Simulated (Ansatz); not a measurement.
Re:
```xyz
1
Lattice="-1.5427 1.5427 1.5427 1.5427 -1.5427 1.5427 1.5427 1.5427 -1.5427" Properties=species:S:1:pos:R:3 pbc="T T T"
Re     0.0000     0.0000     0.0000
```

Relaxed with PBEsol.

### Question
Which orbitals make up the states near the Fermi level in DFT-PBEsol in the program Ansatz with PAW potentials?

### Answer
Within 0.5 eV of the Fermi level: Re 5d 96 %. Projections are on Löwdin-orthogonalised atomic valence shells; empty p or d shells of many metals are not among them.

### Question
Tabulate the density of states.

### Answer
States/eV per cell of 1 atom, in 0.25 eV bins, energy from the Fermi level.

```csv
E (eV),total,Re 5d,Re 6s,Re 5p
-7.85,0.19,0.04,0.14,0.01
-7.60,0.33,0.14,0.18,0.01
-7.35,0.62,0.37,0.24,0.01
-7.10,0.68,0.44,0.22,0.01
-6.85,0.76,0.54,0.21,0.01
-6.60,0.84,0.63,0.19,0.01
-6.35,0.94,0.75,0.17,0.01
-6.10,1.14,0.96,0.16,0.01
-5.85,1.11,0.96,0.13,0.01
-5.60,0.71,0.62,0.07,0.01
-5.35,0.42,0.38,0.02,0.01
-5.10,0.43,0.41,0.01,0.00
-4.85,1.38,1.35,0.01,0.01
-4.60,1.96,1.90,0.01,0.02
-4.35,1.44,1.39,0.02,0.01
-4.10,1.06,1.01,0.03,0.01
-3.85,0.97,0.90,0.05,0.01
-3.60,1.06,0.95,0.07,0.01
-3.35,1.85,1.61,0.15,0.02
-3.10,1.54,1.34,0.13,0.02
-2.85,1.07,0.94,0.08,0.01
-2.60,0.56,0.45,0.06,0.01
-2.35,0.46,0.37,0.05,0.01
-2.10,0.42,0.33,0.04,0.00
-1.85,0.40,0.33,0.03,0.00
-1.60,0.40,0.33,0.03,0.00
-1.35,0.43,0.37,0.02,0.00
-1.10,0.64,0.57,0.03,0.00
-0.85,0.75,0.68,0.02,0.00
-0.60,0.79,0.73,0.02,0.00
-0.35,0.86,0.81,0.02,0.00
-0.10,0.95,0.92,0.01,0.00
0.15,1.11,1.07,0.01,0.00
0.40,1.12,1.08,0.01,0.00
0.65,1.23,1.20,0.01,0.00
0.90,1.19,1.16,0.01,0.00
1.15,1.22,1.19,0.01,0.00
1.40,1.50,1.46,0.03,0.00
1.65,2.60,2.48,0.09,0.00
1.90,1.07,0.93,0.09,0.00
2.15,0.83,0.68,0.11,0.00
2.40,0.64,0.50,0.09,0.00
2.65,0.57,0.44,0.08,0.00
2.90,0.52,0.40,0.08,0.00
3.15,0.49,0.38,0.07,0.00
3.40,0.47,0.37,0.07,0.00
3.65,0.42,0.32,0.06,0.00
3.90,0.33,0.23,0.06,0.00
4.15,0.28,0.18,0.07,0.00
4.40,0.29,0.18,0.07,0.00
4.65,0.31,0.18,0.07,0.00
```

Space group Im-3m (bcc (W type)). The start of the workflow was typed in or built on a structure type; the Crystallography Open Database copy checked does not list it. It is not the phase usual at ambient conditions (space group No. 194). The PBEsol relaxation kept the symmetry of its start. At this level the phase is mechanically unstable. The run is not spin-polarised. Scalar-relativistic: spin–orbit coupling is off unless named, which matters more the heavier the elements.

Potentials: the earlier of the program's two PAW sets. The files were generated under PBE; for other functionals the program regenerates the frozen cores, and for LDA and PBEsol the local potential too.
